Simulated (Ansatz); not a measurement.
Given:

Al₂O₃:
```yaml
crystal:
  lattice:
    - [2.38667, 1.37794, 4.33753]
    - [-2.38667, 1.37794, 4.33753]
    - [0.00000, -2.75589, 4.33753]
  atoms:
    - { symbol: Al, position: [0.14794, 0.14794, 0.14794] }
    - { symbol: Al, position: [0.85206, 0.85206, 0.85206] }
    - { symbol: Al, position: [0.35206, 0.35206, 0.35206] }
    - { symbol: Al, position: [0.64794, 0.64794, 0.64794] }
    - { symbol: O, position: [0.94417, 0.55583, 0.25000] }
    - { symbol: O, position: [0.05583, 0.44417, 0.75000] }
    - { symbol: O, position: [0.25000, 0.94417, 0.55583] }
    - { symbol: O, position: [0.75000, 0.05583, 0.44417] }
    - { symbol: O, position: [0.55583, 0.25000, 0.94417] }
    - { symbol: O, position: [0.44417, 0.75000, 0.05583] }
```

This is the PBEsol-relaxed structure.

Problem. All from PBEsol (plane waves, PAW; program Ansatz), unless another level is named. Estimate the electron effective mass.

Solution. 0.37, 0.37, 0.40 mₑ (principal values).

Problem. What about the HSE06 gap on the PBEsol cell?

Solution. 8.00 eV.

Problem. Predict the valence-band maximum.

Solution. at Γ.

Space group R-3c (corundum). Symmetry was held in the PBEsol relaxation.

Potentials: the earlier of the program's two PAW sets. The files were generated under PBE; for other functionals the program regenerates the frozen cores, and for LDA and PBEsol the local potential too.
